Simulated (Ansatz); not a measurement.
Consider the following.

BaTiO₃ (tetragonal-perovskite type, space group P4mm)

```
CELL_PARAMETERS angstrom
      3.97230     0.00000     0.00000
      0.00000     3.97230     0.00000
      0.00000     0.00000     4.11282
ATOMIC_POSITIONS crystal
  Ti 0.50000 0.50000 0.45232
  Ba 0.00000 0.00000 0.93423
  O  0.50000 0.50000 0.89517
  O  0.50000 0.00000 0.41214
  O  0.00000 0.50000 0.41214
```

In each cell atom 3 (O, nearest neighbour Ti at 1.821 Å; its periodic images, 4.0 Å or more away, move with it) moves by s·(0.000, 0.000, -1.000) (towards the nearest neighbour), the rest being held.

Method: r2SCAN (plane waves to 500 eV, PAW, scalar-relativistic; Ansatz, a quantum-chemistry and plane-wave program). k mesh 7×7×7 (Γ-centred), Fermi-Dirac smearing 0.05 eV. Energies are smeared free energies. Left out: 2 of 11 points, with atoms too close for the PAW data. BaTiO3 is run without spin polarisation. BaTiO3 was relaxed with its symmetry unable to fall. ΔE is measured from the undisplaced structure.

The scan covers s from -0.180 to 0.108 Å in 9 points.

### Question
Is this a single well or a double well?

### Answer
A single well with its minimum at or next to zero displacement.

### Question
Is the energy the same for displacements of ±0.108 Å, and if not, which side lies higher?

### Answer
Not even: the positive side lies higher at ±0.108 Å. With its periodic images moving along, the atom's site symmetry in this cell is 4mm.

### Question
What is the energy change at s = 0.108 Å?

### Answer
109.2 meV/cell.

### Question
What force acts on the atom along the line at s = -0.180 Å?

### Answer
1.47 eV/Å.

### Question
What is the force constant k = d²E/ds² of this move at s = 0?

### Answer
14.8 eV/Å².

(A displaced cell: forces are minus the slopes of the energy, force constants its curvatures, and phonons follow from these.)
